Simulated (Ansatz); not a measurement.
Pd (fcc, Cu type)

```yaml
crystal:
  lattice:
    - [0.00000, 1.93777, 1.93777]
    - [1.93777, 0.00000, 1.93777]
    - [1.93777, 1.93777, 0.00000]
  atoms:
    - { symbol: Pd, position: [0.00000, 0.00000, 0.00000] }
```

E(V) scan at fixed shape, V₀ the volume above. Symmetry pins the atoms to their sites.

These are PBEsol (plane waves to 420 eV, PAW, scalar-relativistic; Ansatz, an electronic-structure program) values and carry that method's errors. k mesh 21×21×21 (Γ-centred), Fermi-Dirac smearing 0.05 eV. Compression counts positive. Pd is run without spin polarisation. Pd was relaxed with its symmetry unable to fall. The PAW data are Ansatz's earlier set.

At one point of the scan the stress tensor (GPa) is:

```
   -4.7      0.0      0.0
    0.0     -4.7      0.0
    0.0      0.0     -4.7
```

### Question
Which point is it?
A. V/V₀ = 1.025
B. V/V₀ = 1.075
C. V/V₀ = 1.100
D. V/V₀ = 1.050

### Answer
A, V/V₀ = 1.025

(A scan under strain: stresses follow from slopes of the energy per volume, elastic moduli from its curvatures.)
